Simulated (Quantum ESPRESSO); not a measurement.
# Strain and stress in Mg2CaZnO4

These are calculations, not measurements. They come from pw.x of Quantum ESPRESSO 7.5, a plane-wave density functional program, with PseudoDojo standard norm-conserving files (v0.5 for PBE, v0.4.1 for LDA and PBEsol). The cells are made up: elements, strain and atom displacements were drawn at random, and nothing was relaxed. There is no spin polarisation, spin-orbit coupling or dispersion term.

The cell has 8 sites of a rocksalt lattice. Sites 1 to 4 hold Mg Mg Ca Zn; sites 5 to 8 hold O O O O. Cell vectors in Å: (4.351, 0.000, 0.000); (0.000, 4.351, 0.000); (0.000, 0.000, 4.347). Settings: PBE, cutoff 1143 eV, 4 x 4 x 4 k mesh shifted by half a step, Fermi-Dirac smearing of 0.025 eV.

Each run adds a strain along z to one cell, with the atoms carried along; the vectors above are those of run 3. Stress is positive in tension and P is minus a third of its trace. E is the free energy for each atom above the lowest run shown.

```
run  strain (%)  s_xx (GPa)  s_yy (GPa)  s_zz (GPa)  s_xy (GPa)  P (GPa)  E (meV/atom)
  1       -2.47      -14.13      -13.44      -20.01        0.02    15.86         34.45
  2       -1.96      -13.54      -12.85      -17.88        0.02    14.76         28.22
  3       -0.09      -11.47      -10.83      -11.03        0.02    11.11         10.93
  4        0.77      -10.58       -9.96       -8.33        0.02     9.62          5.57
  6        1.54       -9.80       -9.20       -6.12        0.02     8.37          1.98
  7        2.11       -9.25       -8.65       -4.61        0.02     7.50          0.00
  5        1.32           ?           ?           ?           ?        ?             ?
```

A rerun of one of these cells at 1437 eV and k mesh 6 x 6 x 6 moved values by no more than 0.002 eV in the cell's energy, 0.05 GPa in stress and 0.003 eV/Å in force.

## Worked fit

A parabola through the six runs shown gives s_zz = -10.74 + 3.29 e - 0.185 e² GPa, with e in per cent and a scatter of 0.02 GPa. The slope is a stiffness of 329 ± 3 GPa for each unit of this strain at e = 0. The atoms are clamped, and relaxing them would in general lower it. The error is the larger of the fit's own and the change that a cubic makes, rounded up.

## Withheld run

Question: what s_zz should run 5 give?

The fit gives -6.72 GPa. The calculation gave -6.73 GPa.

```
run  strain (%)  s_xx (GPa)  s_yy (GPa)  s_zz (GPa)  s_xy (GPa)  P (GPa)  E (meV/atom)
  5        1.32      -10.02       -9.41       -6.73        0.02     8.72          2.90
```